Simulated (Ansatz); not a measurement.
Mg:
```
CELL_PARAMETERS angstrom
      1.59460     0.92065     7.71367
     -1.59460     0.92065     7.71367
      0.00000    -1.84129     7.71367
ATOMIC_POSITIONS crystal
  Mg 0.00000 0.00000 0.00000
  Mg 0.22202 0.22202 0.22202
  Mg 0.77798 0.77798 0.77798
```

Relaxed with r²SCAN. Special points in fractions of this cell's reciprocal vectors: Γ (0.000, 0.000, 0.000); T (0.500, 0.500, 0.500); H2 (0.824, 0.176, 0.500); H0 (0.500, -0.176, 0.176); L (0.500, 0.000, 0.000); S0 (0.338, -0.338, 0.000); S2 (0.662, 0.000, 0.338); F (0.500, 0.000, 0.500).

Problem. List the band energies nearest the Fermi level at these points for the program Ansatz at the r²SCAN level (PAW).

Solution. In eV from the Fermi level; about four levels below and three above (degenerate sets whole), none deeper than 8.9 eV; points with the same levels are listed once.

| k | below | above |
|---|---|---|
| Γ | -7.43 -4.77 -4.76 | 2.95 2.96 11.92 11.92 |
| T | -6.76 -6.75 -1.87 -1.10 | 8.38 8.40 11.74 11.74 |
| H2 | -0.60 -0.46 -0.35 -0.35 | 0.93 2.00 2.95 |
| L | -2.32 -2.15 -0.93 -0.02 | 1.06 1.40 6.07 |
| S0 | -0.64 -0.44 -0.42 -0.02 | 0.65 2.22 2.51 |
| F | -2.10 -1.96 -1.49 -0.73 | 2.04 2.46 4.69 |

Space group R-3m (9R (Sm type)). The first step of the workflow began from a Materials Project structure, measured or hypothetical; the Crystallography Open Database copy checked does not list it. It is not the phase usual at ambient conditions (space group No. 194). The r²SCAN relaxation kept the symmetry of its start; its stability against distortions is not shown here.

Potentials: the earlier of the program's two PAW sets.
